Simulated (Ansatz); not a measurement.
Task: Each is relaxed and computed with r²SCAN in the plane-wave PAW code Ansatz. Which is the only metal?
A. BaGaGeH, P3m1 (Ba on 1b, Ga on 1a, Ge on 1c, H on 1a)
B. Cs2MnTe2, Ibam (Cs on 8j, Mn on 4b, Te on 8j)
C. MnO2, Pnma (Mn on 4c, O on 4c, O on 4c)
D. MnGePd, P-62m (Ge on 2c, Ge on 1b, Pd on 3f, Mn on 3g)

Result: D, MnGePd, P-62m (Ge on 2c, Ge on 1b, Pd on 3f, Mn on 3g). MnGePd: metal; MnO2: gap 1.42 eV; Cs2MnTe2: gap 2.56 eV (indirect); BaGaGeH: gap 0.56 eV. Spin orders computed, not proven ground states: MnGePd, P-62m (Ge on 2c, Ge on 1b, Pd on 3f, Mn on 3g) ferromagnetic; MnO2, Pnma (Mn on 4c, O on 4c, O on 4c) antiferromagnetic; Cs2MnTe2, Ibam (Cs on 8j, Mn on 4b, Te on 8j) antiferromagnetic. Not the usual ambient phase: MnO2, Pnma (Mn on 4c, O on 4c, O on 4c). Standing as an ambient phase not checked: MnGePd, P-62m (Ge on 2c, Ge on 1b, Pd on 3f, Mn on 3g); Cs2MnTe2, Ibam (Cs on 8j, Mn on 4b, Te on 8j); BaGaGeH, P3m1 (Ba on 1b, Ga on 1a, Ge on 1c, H on 1a). All cells were relaxed under the symmetry of their starts (and spin orders); stability against distortions was not tested throughout. Cells of antiferromagnets are given as chemical subcells. No Hubbard U is applied. Scalar-relativistic: spin–orbit coupling is off unless named, which matters more the heavier the elements.

Potentials: the later of the program's two PAW sets.
